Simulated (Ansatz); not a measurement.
A geometry of Ni away from equilibrium: step 2 of the relaxation of a relaxed Ni cell, doubled along one cell vector, shaken by Gaussian noise of σ = 0.08 Å a coordinate. Computed with r2SCAN (plane waves to 500 eV, PAW, scalar-relativistic; Ansatz, a first-principles code). Γ-centred k-mesh 15×15×4 on the run's cell (coarser than for final values), Fermi–Dirac smearing 0.05 eV.

```
Ni
1.0
    2.43984    -0.00104     0.00086
   -1.22082     2.12291     0.00213
    0.00285     0.00985     8.15159
Ni
4
Cartesian
 -0.04630   1.45701   0.89865
  0.10592   1.53395   5.00946
  1.18905   0.55372   2.98514
  1.23113   0.59751   7.05051
```
Spin-polarised start, with parallel moments on Ni.

Question: What forces act on the atoms (eV/Å)?

Answer: 
```tsv
atom	Fx	Fy	Fz
Ni1	0.04	-0.33	0.43
Ni2	-0.01	-0.48	0.12
Ni3	-0.01	0.43	-0.38
Ni4	-0.02	0.38	-0.17
```

Question: What is the pressure?

Answer: +0.9 GPa, compression positive.

Question: How far above the relaxed end point is this geometry?

Answer: 0.02 eV/atom; the path ends in P6₃/mmc (No. 194) (hcp (Mg type)).

Spin state reached: ferromagnetic (net 0.71 μB/atom), from parallel starting moments; other spin orders were not run from this start. r2SCAN tends to overstate moments in metals.

The end of the path is a generated cell of Ni: the first start was made by placing the elements on the sites of a structure type, and the end was not matched to a known phase here, so it may be hypothetical. Known forms of Ni include space group No. 225.
